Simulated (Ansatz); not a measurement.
Data:

Rb₃CrF₆:
```cif
data_CrF6Rb3
_chemical_formula_sum 'Rb3 Cr1 F6'
_space_group_name_H-M_alt 'P 1'
_space_group_IT_number 1
_cell_length_a 6.38460
_cell_length_b 6.38460
_cell_length_c 6.38460
_cell_angle_alpha 60.000
_cell_angle_beta 60.000
_cell_angle_gamma 60.000
loop_
_space_group_symop_operation_xyz
  'x, y, z'
loop_
_atom_site_label
_atom_site_type_symbol
_atom_site_fract_x
_atom_site_fract_y
_atom_site_fract_z
_atom_site_occupancy
Rb1 Rb 0.25000 0.25000 0.25000 1
Rb2 Rb 0.75000 0.75000 0.75000 1
Rb3 Rb 0.50000 0.50000 0.50000 1
Cr1 Cr 0.00000 0.00000 0.00000 1
F1 F 0.78852 0.21148 0.21148 1
F2 F 0.21148 0.78852 0.78852 1
F3 F 0.21148 0.78852 0.21148 1
F4 F 0.78852 0.21148 0.78852 1
F5 F 0.21148 0.21148 0.78852 1
F6 F 0.78852 0.78852 0.21148 1
```
The run is spin-polarised; directions of the spins, atom by atom: 0 0 0 ↑ 0 0 0 0 0 0.

This is the r²SCAN-relaxed structure.

Q: All from r²SCAN in the plane-wave PAW code Ansatz, unless another level is named. Estimate the electron effective mass.

A: 1.5, 4.0, 4.0 mₑ (principal values).

Q: What about the band gap?

A: 3.77 eV (smallest direct gap 3.77 eV).

Q: Give the conduction-band minimum.

A: at X (3 equivalent valleys).

Q: Next, the valence-band maximum?

A: on the W–X line, 92 % of the way from W.

Space group Fm-3m. The first step of the workflow began from a Materials Project structure, measured or hypothetical; the Crystallography Open Database copy checked does not list it. Whether it is the stable phase at ambient conditions was not checked. Symmetry was held in the r²SCAN relaxation; its stability against distortions is not shown here. Magnetic state: ferromagnetic, chosen from 3 collinear starts compared on coarse meshes (ties went to the first, and starts can fall back to one state), not a proven ground state. Other orbital occupations within this spin state were not tried. No Hubbard U is applied. Scalar-relativistic: spin–orbit coupling is off unless named, which matters more the heavier the elements.

Potentials: the later of the program's two PAW sets.
